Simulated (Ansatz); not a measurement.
TiCdO3 (space group R-3): energy against volume

TiCdO$_{3}$ (space group R-3)

```yaml
crystal:
  lattice:
    - [2.61559, 1.51011, 4.93426]
    - [-2.61559, 1.51011, 4.93426]
    - [0.00000, -3.02022, 4.93426]
  atoms:
    - { symbol: Ti, position: [0.85041, 0.85041, 0.85041] }
    - { symbol: Ti, position: [0.14959, 0.14959, 0.14959] }
    - { symbol: Cd, position: [0.63658, 0.63658, 0.63658] }
    - { symbol: Cd, position: [0.36342, 0.36342, 0.36342] }
    - { symbol: O, position: [0.80348, 0.43766, 0.03631] }
    - { symbol: O, position: [0.19652, 0.56234, 0.96369] }
    - { symbol: O, position: [0.03631, 0.80348, 0.43766] }
    - { symbol: O, position: [0.96369, 0.19652, 0.56234] }
    - { symbol: O, position: [0.43766, 0.03631, 0.80348] }
    - { symbol: O, position: [0.56234, 0.96369, 0.19652] }
```

The volume is varied about the relaxed value V₀ at fixed cell shape. The atoms relax within the cell's symmetry.

All values below come from PBEsol (plane waves to 420 eV, PAW, scalar-relativistic; Ansatz, a quantum-chemistry and plane-wave program). k mesh 8×8×8 (Γ-centred), Fermi-Dirac smearing 0.05 eV. The energy includes the smearing's −TS. Compression counts positive. With the shape held, the modulus is that of even scaling; a crystal free to change shape is softer. TiCdO3 is run without spin polarisation. TiCdO3 was relaxed with its symmetry unable to fall. ΔE is measured from the relaxed starting cell.

```
V (Å³/atom)  ΔE (meV/atom)  P (GPa)
-----------  -------------  -------
9.823                217.0     42.6
10.197               130.8     31.4
10.571                69.1     21.6
10.945                28.9     13.1
11.319                 6.8      6.0
11.694                 0.0      0.0
12.068                 6.0     -5.0
12.442                22.7     -9.1
12.816                48.1    -12.5
13.190                80.7    -15.2
13.565               118.8    -17.2
```

Read from the data:

Pressure at the smallest volume: 42.6 GPa
Energy cost of the largest compression: 217.0 meV/atom
Energy cost of the largest expansion: 118.8 meV/atom
Bulk modulus at fixed cell shape B₀ (third-order Birch-Murnaghan fit): 168 GPa
Pressure derivative B₀′ (fit): 4.5
Equilibrium volume of the fit: 11.70 Å³/atom
Pressure for 5 % compression (fit): 9.7 GPa

(A scan under strain: stresses follow from slopes of the energy per volume, elastic moduli from its curvatures.)
